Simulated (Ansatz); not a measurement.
Geometry optimisation in Ansatz: input, command and trajectory.

```yaml
crystal:
  lattice:
    - [4.91989032, 2.45994516, -2.45994516]
    - [2.45994516, 4.91989032, 2.45994516]
    - [4.91989032, -2.45994516, 2.45994516]
  atoms:
    - { symbol: "N", position: [0.2036630935, 0.3343768838, 0.3722051445] }
    - { symbol: O, position: [0.4567349498, 0.3313404595, 0.6251983321] }
    - { symbol: O, position: [0.7871838349, 0.6706256845, 0.6244963119] }
    - { symbol: O, position: [0.9522949726, 0.3448769787, 0.1207138406] }
    - { symbol: O, position: [0.2912485293, 0.6678168588, 0.1273146509] }
    - { symbol: O, position: [0.6294293955, 0.9948086205, 0.1205322929] }
    - { symbol: O, position: [0.1263752836, 0.9991964284, 0.6183383054] }
    - { symbol: O, position: [0.3765073366, 0.001818739, 0.8763033492] }
    - { symbol: O, position: [0.7096041738, 0.3334800364, 0.8730581041] }
    - { symbol: O, position: [0.8686786641, 0.9990922626, 0.3785176464] }
    - { symbol: O, position: [0.5397571378, 0.660203563, 0.3790506289] }
    - { symbol: O, position: [0.0406802617, 0.6643752568, 0.8760077298] }
    - { symbol: Ti, position: [0.8339944495, 0.3323723416, 0.5036565201] }
    - { symbol: Ti, position: [0.3336740049, 0.3373489232, 0.0007914842] }
    - { symbol: Sn, position: [0.6619982882, 0.6728070457, 0.001207478] }
    - { symbol: Ta, position: [0.5063338042, 0.9944376861, 0.4970016163] }
    - { symbol: Ta, position: [0.1656918985, 0.6733305754, 0.4958141955] }
    - { symbol: Bi, position: [0.0039642938, 0.9985882222, 0.0050756934] }
  symmetry: { detect: false }
basis:
  ecutwfc: 420
kpoints:
  mp_grid: { grid: [2, 2, 2], shift: [0.5, 0.5, 0.5] }
hamiltonian:
  xc: pbe
scf:
  occupations: { method: gaussian, width: 0.1 }
  lower_state_search: "off"
output:
  forces: true
  stress: true
  eigenvalues: true
relax:
  adjacent_minimum: "off"
  f_tol: 0.04
  max_steps: 50
  cell: { stress_tol: 0.3 }
```

```bash
ansatz run input.yaml --threads 4 --pin off --max-ram 9216MiB --backend cpu --events-out ev --progress --plain --runs-dir out
```

Method: DFT PBE, scalar-relativistic, plane waves, PAW (Ansatz 0.2.0).

Of 34 frames 10 are shown, positions in Å and forces in eV/Å; the SCF threshold varies from step to step. Steps run on the plane waves of an earlier cell, with a Pulay correction in the pressure. The basis is chosen afresh for the last frame, the zero of the energies, and at times for earlier ones too; energy and pressure can step there, also at an unchanged geometry. Here that happened at step 28 (-13 meV/atom, 1.6 GPa); frames between the last choice of the basis and such a step carry an error that grows, as the cell changes, to that size. The mark taken_back stands on steps that the optimiser undid.

```xyz
18
Lattice="4.9199 2.4599 -2.4599 2.4599 4.9199 2.4599 4.9199 -2.4599 2.4599" Properties=species:S:1:pos:R:3:forces:R:3 pbc="T T T" step=1 free_energy_over_end_meV_per_atom=365.83 pressure_GPa=22.67
N     3.6558    1.2305    1.2372    0.6671    0.0875    0.2685
O     6.1381    1.2157    1.2295   -0.4200    0.2434   -0.2063
O     8.5950    3.6996    1.2495   -0.3138    0.2116   -0.4442
O     6.1275    3.7424   -1.1973    1.8998    0.2507    0.9801
O     3.7021    3.6889    1.2395    1.5885   -1.8588   -1.0570
O     6.1369    6.1462    1.1953   -0.5191   -1.7122    2.4177
O     6.1219    3.7057    3.6682   -0.8302    0.8588   -1.2453
O     6.1682   -1.2205    1.2339    0.6987    2.4135   -1.4370
O     8.6069    1.2386    1.2224   -2.5264    1.2115    1.1062
O     8.5938    6.1212    1.2519    1.5761   -1.4351    1.3688
O     6.1445    3.6435    1.2287    0.8114   -0.2156    0.8016
O     6.1443    1.2138    3.6892   -1.2179   -0.1021   -2.6337
Ti    7.3987    2.4478    0.0050    1.0362    0.9959   -0.8234
Ti    2.4754    2.4786    0.0110    0.4400   -0.8905    0.8115
Sn    4.9180    4.9356    0.0296   -0.0137   -0.5586   -1.1917
Ta    7.3826    4.9155    2.4233   -1.2826    1.5146    2.2013
Ta    4.9109    2.5006    2.4684   -0.4529   -2.5939   -1.3933
Bi    2.5009    4.9102    2.4592   -1.1413    1.5792    0.4762
18
Lattice="5.0214 2.5029 -2.4306 2.5464 5.1045 2.6008 5.1773 -2.6112 2.6342" Properties=species:S:1:pos:R:3:forces:R:3 pbc="T T T" step=5 free_energy_over_end_meV_per_atom=87.12 pressure_GPa=0.95
N     3.7281    1.3762    1.3909    0.3015   -0.2599    0.1527
O     6.0788    1.5189    1.0211    0.9421    0.7059   -0.7393
O     9.1521    3.4689    1.3093    0.2770    0.0757   -0.6941
O     6.3389    3.7586   -0.8864   -0.2312   -0.0395    0.1815
O     4.0832    3.7818    1.2917    0.5599    0.0660    0.2120
O     6.1626    6.1528    1.5155    0.0445   -0.2144    0.1050
O     6.2965    4.0507    4.0951   -0.4315   -0.1174   -0.1724
O     6.4259   -0.9931    1.3257   -0.5380    0.2044   -0.2470
O     8.5898    1.0912    1.5844   -0.4437    0.0201   -0.0658
O     8.7756    5.8671    1.3057   -0.2154   -0.6917   -0.0490
O     6.6886    3.6961    1.7429    0.2096   -0.8411    0.0017
O     6.5453    1.1874    3.5831   -0.0711    0.3488   -0.1088
Ti    7.7475    2.6191    0.2814    0.1185    0.0092    0.2206
Ti    2.6488    2.4589    0.1646   -0.4141    0.2500   -0.3573
Sn    5.0225    5.0778    0.0683    0.5688    0.3063    0.0609
Ta    7.5179    5.1957    2.8404   -0.4206   -0.4335    0.1769
Ta    5.1379    2.4285    2.4857   -0.4604    0.6996    1.4359
Bi    2.5239    5.1408    2.6310    0.2043   -0.0884   -0.1136
18
Lattice="5.1443 2.5703 -2.3193 2.7030 5.2379 2.6783 5.2200 -2.4715 2.5694" Properties=species:S:1:pos:R:3:forces:R:3 pbc="T T T" step=8 free_energy_over_end_meV_per_atom=27.73 pressure_GPa=0.77
N     3.8635    1.6060    1.4005   -0.8925   -0.0259   -0.2764
O     6.1523    1.8488    0.8772   -0.1008    0.1416    0.3315
O     9.7054    3.4218    1.1363   -0.3445    0.0047    0.1021
O     6.5327    3.8610   -0.8184   -0.0267   -0.0816    0.3369
O     4.5507    4.2404    1.6362   -0.2568   -0.2624    0.1942
O     6.2785    6.3357    1.6355    0.3215    0.0366    0.0887
O     6.1387    4.2336    4.0399    0.2875    0.0256    0.0058
O     6.3118   -0.7035    1.4099    0.0769   -0.2961    0.0949
O     8.6236    1.2368    1.6968    0.0112    0.1579   -0.0006
O     8.8288    5.7611    1.4033   -0.0379    0.1758   -0.0726
O     7.1688    3.7609    1.9241   -0.2741   -0.0483    0.1056
O     6.8212    1.4924    3.6448    0.0029    0.1737    0.2362
Ti    7.9355    2.8284    0.4151    0.3730   -0.0925   -0.1148
Ti    2.5548    2.4456    0.1392    0.5953    0.0607    0.0312
Sn    5.4227    5.2430    0.1888   -0.1121   -0.1889   -0.5742
Ta    7.6874    5.4431    2.9984   -0.2278    0.3497   -0.1682
Ta    5.3106    2.6484    2.5841    0.4676    0.1154   -0.1756
Bi    2.6641    5.2617    2.7511    0.1373   -0.2463   -0.1444
18
Lattice="5.1539 2.5533 -2.3226 2.7074 5.1975 2.6745 5.2559 -2.4813 2.5985" Properties=species:S:1:pos:R:3:forces:R:3 pbc="T T T" step=12 free_energy_over_end_meV_per_atom=18.72 pressure_GPa=-0.09
N     3.8075    1.6006    1.3857    0.0415    0.0063    0.0190
O     6.1752    1.7858    0.9966    0.0087   -0.0096   -0.0104
O     9.6953    3.4566    1.1474   -0.0012   -0.0043   -0.0110
O     6.5346    3.7728   -0.7724   -0.0214   -0.0056   -0.0336
O     4.5714    4.1916    1.6313   -0.0147   -0.0327    0.0403
O     6.3034    6.2646    1.6091    0.0160    0.0285   -0.0128
O     6.1736    4.1786    4.0510   -0.0062    0.0227    0.0710
O     6.3419   -0.7573    1.3862    0.0656   -0.0430    0.0739
O     8.7062    1.2543    1.7515    0.0262   -0.0289   -0.0163
O     8.8417    5.7866    1.4228   -0.0305   -0.0011    0.0182
O     7.1760    3.7081    1.9512    0.0088   -0.0151    0.0002
O     6.8449    1.4177    3.7019   -0.0170    0.0295    0.0012
Ti    7.9851    2.8116    0.4085   -0.0340    0.0637    0.0171
Ti    2.5911    2.4306    0.0878    0.0228    0.0158    0.0085
Sn    5.3938    5.1900    0.1197   -0.0451   -0.0701    0.0350
Ta    7.6905    5.4175    3.0099   -0.0523   -0.0633   -0.1043
Ta    5.3794    2.6506    2.6089   -0.0119    0.1229   -0.0620
Bi    2.7398    5.1431    2.7136    0.0449   -0.0155   -0.0338
18
Lattice="5.1373 2.5855 -2.3659 2.7067 5.1537 2.6247 5.2303 -2.4945 2.6430" Properties=species:S:1:pos:R:3:forces:R:3 pbc="T T T" step=16 free_energy_over_end_meV_per_atom=17.55 pressure_GPa=0.19
N     3.8020    1.6078    1.3273   -0.1058    0.0630   -0.2252
O     6.2043    1.7428    0.9854   -0.0411   -0.0331    0.0348
O     9.6640    3.4527    1.0256    0.0938   -0.0596    0.0747
O     6.5007    3.8214   -0.7889   -0.0083    0.0847   -0.0096
O     4.6006    4.1865    1.6985    0.0561    0.0868   -0.1358
O     6.2837    6.2283    1.4879   -0.0214    0.0236    0.0175
O     6.1560    4.1230    4.0885   -0.0224   -0.0180   -0.0387
O     6.3353   -0.8042    1.3539    0.0185   -0.0521   -0.0941
O     8.8157    1.2614    1.8889   -0.0967   -0.0916    0.0251
O     8.8013    5.7494    1.3620   -0.0304   -0.0006   -0.0102
O     7.1748    3.6502    1.9599    0.0822    0.0074   -0.0557
O     6.8059    1.3956    3.6878    0.1032    0.0246   -0.0546
Ti    7.9324    2.9039    0.2916   -0.0798    0.0140   -0.0061
Ti    2.5765    2.4503    0.0385    0.0407   -0.1083    0.1948
Sn    5.1994    5.1648    0.0547    0.0053    0.0634    0.1085
Ta    7.6727    5.3713    2.9208    0.0464    0.1763    0.0617
Ta    5.3845    2.6167    2.5745    0.0035   -0.1707    0.1307
Bi    2.7001    5.0735    2.6725   -0.0439   -0.0097   -0.0176
18
Lattice="5.1604 2.6629 -2.4258 2.7618 5.0829 2.5462 5.2250 -2.4853 2.7326" Properties=species:S:1:pos:R:3:forces:R:3 pbc="T T T" step=19 free_energy_over_end_meV_per_atom=20.14 pressure_GPa=0.83 taken_back
N     3.8161    1.6395    1.2753   -0.0485   -0.1038    0.1072
O     6.2650    1.6956    1.0021   -0.0010   -0.1472   -0.0082
O     9.7758    3.4242    0.8981   -0.0778   -0.1197    0.1180
O     6.5243    3.9908   -0.8269   -0.0660   -0.0317   -0.1068
O     4.7142    4.1704    1.7596    0.0012    0.1028   -0.1364
O     6.3613    6.2019    1.3553    0.0333    0.0095    0.0146
O     6.1871    4.0649    4.0832    0.0054   -0.0165   -0.0389
O     6.3789   -0.8921    1.2420   -0.4408    0.4839    0.3454
O     8.9273    1.2315    2.0738   -0.2961   -0.3014   -0.2085
O     8.8426    5.7339    1.2623    0.0524   -0.0358   -0.0303
O     7.2712    3.6153    1.9194    0.0597    0.0141   -0.1806
O     6.8749    1.4514    3.6723    0.0109    0.0324   -0.0865
Ti    7.9347    3.0771    0.1566    0.1978    0.0405    0.1853
Ti    2.5817    2.4365    0.0358    0.1987   -0.0784   -0.0204
Sn    5.0141    5.1948    0.0352    0.7499   -0.1595   -0.2320
Ta    7.7489    5.3585    2.8051   -0.2453    0.0898   -0.1258
Ta    5.4542    2.5586    2.5796   -0.0946    0.1478    0.0869
Bi    2.7009    4.9883    2.5989   -0.0393    0.0733    0.3171
18
Lattice="5.1495 2.6342 -2.3880 2.7492 5.1226 2.5911 5.2268 -2.4789 2.6979" Properties=species:S:1:pos:R:3:forces:R:3 pbc="T T T" step=23 free_energy_over_end_meV_per_atom=14.62 pressure_GPa=0.03
N     3.7980    1.6377    1.3140    0.0059    0.0231    0.0350
O     6.2273    1.7127    1.0132   -0.0070    0.0049    0.0131
O     9.7462    3.4229    0.9557    0.0020    0.0109   -0.0099
O     6.5065    3.9305   -0.8003   -0.0069    0.0093    0.0152
O     4.6739    4.1842    1.7333   -0.0021    0.0167   -0.0283
O     6.3503    6.2200    1.4440   -0.0143    0.0092    0.0022
O     6.2040    4.1204    4.0777   -0.0038   -0.0054    0.0015
O     6.3601   -0.8589    1.2859    0.0013   -0.0117   -0.0143
O     8.8633    1.2496    1.9943   -0.0144   -0.0097    0.0270
O     8.8558    5.7450    1.3365    0.0125   -0.0041   -0.0026
O     7.2401    3.6476    1.9316    0.0133    0.0016   -0.0058
O     6.8506    1.4623    3.6990   -0.0126    0.0145    0.0090
Ti    7.9384    3.0225    0.2362   -0.0389    0.0075   -0.0134
Ti    2.5798    2.4456    0.0524   -0.0025    0.0048   -0.0117
Sn    5.1031    5.2129    0.0653    0.0530   -0.0594    0.0094
Ta    7.7128    5.3849    2.8819    0.0001   -0.0256    0.0063
Ta    5.4307    2.5984    2.6030    0.0185   -0.0055   -0.0328
Bi    2.7148    5.0446    2.6593   -0.0042    0.0189   -0.0004
18
Lattice="5.1446 2.6328 -2.3796 2.7512 5.1264 2.5983 5.2286 -2.4783 2.7022" Properties=species:S:1:pos:R:3:forces:R:3 pbc="T T T" step=27 free_energy_over_end_meV_per_atom=14.56 pressure_GPa=0.01
N     3.7987    1.6446    1.3236    0.0097    0.0051    0.0049
O     6.2287    1.7079    1.0261    0.0013   -0.0026    0.0007
O     9.7432    3.4197    0.9651    0.0012   -0.0048    0.0045
O     6.5026    3.9278   -0.7906    0.0013   -0.0013   -0.0062
O     4.6733    4.1870    1.7362   -0.0006    0.0006    0.0083
O     6.3495    6.2229    1.4638   -0.0050    0.0036   -0.0049
O     6.2091    4.1288    4.0865    0.0028   -0.0014   -0.0037
O     6.3592   -0.8643    1.2863    0.0035    0.0004    0.0015
O     8.8592    1.2515    2.0109    0.0013    0.0032    0.0029
O     8.8568    5.7465    1.3532    0.0090   -0.0012   -0.0029
O     7.2383    3.6496    1.9409   -0.0037    0.0041    0.0027
O     6.8436    1.4654    3.7204   -0.0041   -0.0008    0.0023
Ti    7.9345    3.0240    0.2479   -0.0120    0.0032   -0.0031
Ti    2.5810    2.4462    0.0574   -0.0063   -0.0071    0.0009
Sn    5.1121    5.2175    0.0717    0.0034    0.0066   -0.0019
Ta    7.7125    5.3874    2.8973   -0.0018   -0.0010    0.0004
Ta    5.4304    2.6007    2.6083   -0.0062    0.0059   -0.0086
Bi    2.7169    5.0543    2.6608    0.0062   -0.0126    0.0022
18
Lattice="5.1440 2.6418 -2.3026 2.8185 5.1539 2.6657 5.2879 -2.4570 2.7750" Properties=species:S:1:pos:R:3:forces:R:3 pbc="T T T" step=30 free_energy_over_end_meV_per_atom=0.86 pressure_GPa=0.16
N     3.8510    1.7068    1.4045    0.0100    0.0023   -0.0677
O     6.2990    1.6824    1.1597    0.0101    0.0204    0.0015
O     9.8093    3.4309    1.0766    0.0436   -0.0087    0.0639
O     6.5396    3.9267   -0.7058   -0.0388    0.0253   -0.0162
O     4.7454    4.2165    1.7987    0.0290    0.0382   -0.0233
O     6.4175    6.2525    1.6286   -0.0057   -0.0063   -0.0352
O     6.3211    4.2121    4.1891   -0.0133   -0.0545    0.0306
O     6.3884   -0.8852    1.3172    0.0303   -0.0062    0.0232
O     8.9302    1.2937    2.1922    0.0442    0.0315   -0.0325
O     8.9480    5.7873    1.5169    0.0244    0.0191   -0.0434
O     7.2965    3.6824    2.0546    0.0034   -0.0198   -0.0299
O     6.8643    1.4921    3.9152    0.0320    0.0489    0.0390
Ti    7.9910    3.0775    0.3663   -0.0284   -0.0100   -0.0176
Ti    2.6264    2.4521    0.1138    0.0564   -0.0927    0.0383
Sn    5.1958    5.2907    0.1319   -0.0201   -0.0730    0.0743
Ta    7.8044    5.4253    3.0526   -0.1159    0.0385    0.0644
Ta    5.5005    2.6308    2.6871   -0.0630    0.0346   -0.0921
Bi    2.8014    5.0813    2.7086    0.0021    0.0126    0.0225
18
Lattice="5.1506 2.6447 -2.3246 2.8071 5.1462 2.6448 5.2818 -2.4669 2.7648" Properties=species:S:1:pos:R:3:forces:R:3 pbc="T T T" step=34 free_energy_over_end_meV_per_atom=0.00 pressure_GPa=0.13
N     3.8475    1.6869    1.3819    0.0104    0.0015   -0.0108
O     6.2885    1.6895    1.1248    0.0154    0.0082    0.0015
O     9.8086    3.4320    1.0569   -0.0052    0.0126   -0.0068
O     6.5418    3.9385   -0.7312    0.0106    0.0072    0.0035
O     4.7393    4.2112    1.7883    0.0036   -0.0142    0.0164
O     6.4064    6.2466    1.5768    0.0004    0.0033    0.0066
O     6.2998    4.1863    4.1682   -0.0009   -0.0206   -0.0163
O     6.3859   -0.8815    1.3152    0.0009    0.0046   -0.0076
O     8.9404    1.2759    2.1592   -0.0087   -0.0013    0.0034
O     8.9319    5.7801    1.4685    0.0040    0.0013   -0.0067
O     7.2927    3.6744    2.0215   -0.0140   -0.0033    0.0206
O     6.8780    1.4882    3.8630   -0.0012    0.0030   -0.0019
Ti    7.9894    3.0718    0.3307   -0.0081    0.0024   -0.0067
Ti    2.6252    2.4485    0.1027   -0.0229   -0.0044    0.0108
Sn    5.1736    5.2690    0.1185   -0.0015    0.0041   -0.0369
Ta    7.7932    5.4119    3.0080    0.0155    0.0050    0.0359
Ta    5.4926    2.6203    2.6658   -0.0119   -0.0170    0.0060
Bi    2.7794    5.0720    2.6950    0.0137    0.0076   -0.0110
```

The run took 2.3 min on 4 threads of Arm Neoverse V2 (shared host), peak memory 0.75 GiB.

The k mesh is coarse. Spin–orbit coupling is left out, which can shift energies with elements as heavy as these.